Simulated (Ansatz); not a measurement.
Relaxed candidate structures of B:

**A**
```
B
1.0
    0.00000     2.01615     2.01615
    2.01615     0.00000     2.01615
    2.01615     2.01615     0.00000
B
2
Direct
  0.50000   0.50000   0.50000
  0.75000   0.75000   0.75000
```

**B**
```
CELL_PARAMETERS angstrom
      1.46268    -2.65317     0.00000
      1.46268     2.65317     0.00000
      0.00000     0.00000     3.24895
ATOMIC_POSITIONS crystal
  B  0.65618 0.34382 0.41002
  B  0.34382 0.65618 0.58998
  B  0.84382 0.15618 0.91002
  B  0.15618 0.84382 0.08998
```

**C**
```
CELL_PARAMETERS angstrom
      0.00000     1.42806     1.42806
      1.42806     0.00000     1.42806
      1.42806     1.42806     0.00000
ATOMIC_POSITIONS crystal
  B  0.00000 0.00000 0.00000
```

Put the candidates in order of energy per atom, lowest first, for PBEsol (plane waves to 420 eV, PAW, scalar-relativistic; Ansatz, a quantum-chemistry and plane-wave program).

B (reference), A (+0.73 eV/atom), C (+1.04 eV/atom)

The lowest structure calculated, R-3m, hR12, AFLOW prototype A_hR12_166_2h (as in B), is not among these; it lies 0.24 eV/atom below the lowest of them.  1 generated cell of layers, chains or molecules, poorly bound without dispersion, is left out. Each run could gain symmetry but not lose that of its start, so entries can be saddle points. All of these are generated cells (placed on structure types, drawn at random, substituted or restacked) that were not matched to a known phase here. The real structure of this composition may not be among these. Energies are at zero temperature and pressure, without zero-point motion. No spin polarisation in the result.
